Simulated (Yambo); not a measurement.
G0W0@PBEsol for CsCaH3 (cubic perovskite, space group Pm-3m, No. 221) in Yambo (2×2×2 mesh, 7 Ry block, plasmon pole, screening fixed), without a terminator:

```json
[
 {"bands N in G": "96", "gap M → M (eV)": "5.120", "shift of the valence edge (eV)": "-0.948"},
 {"bands N in G": "172", "gap M → M (eV)": "5.184", "shift of the valence edge (eV)": "-1.247"},
 {"bands N in G": "272", "gap M → M (eV)": "5.195", "shift of the valence edge (eV)": "-1.355"}
]
```

Question: Extrapolate both columns to infinite N with E(N) = E∞ + A/N, test the form, and compare with the terminator.

Answer: From two points, E∞ = (N2 E2 − N1 E1)/(N2 − N1). The two largest N give 5.21 eV for the gap and -1.54 eV for the shift; the two smallest give 5.26 eV and -1.62 eV. For the gap the slopes A are -14 and -5.1 eV: the form isn't reached, and its limit is uncertain. For the shift the slopes A are 65 and 51 eV: the form isn't reached, and its limit is uncertain. With the Bruneval-Gonze terminator and 272 bands the run gives 5.17 eV and -1.43 eV, 0.04 eV and 0.11 eV from the extrapolated values: the terminator too is an estimate of the remainder. Block, mesh and the bands in W are held fixed.

Geometry of the Materials Project entry, not relaxed at this level; primitive cell a = b = c = 4.6212 Å, α = β = γ = 90.00°.

The structure is a Materials Project entry; no match was found in the copy of COD used, and its stability was not checked.

A shift is the quasiparticle energy of the state minus its PBEsol energy.
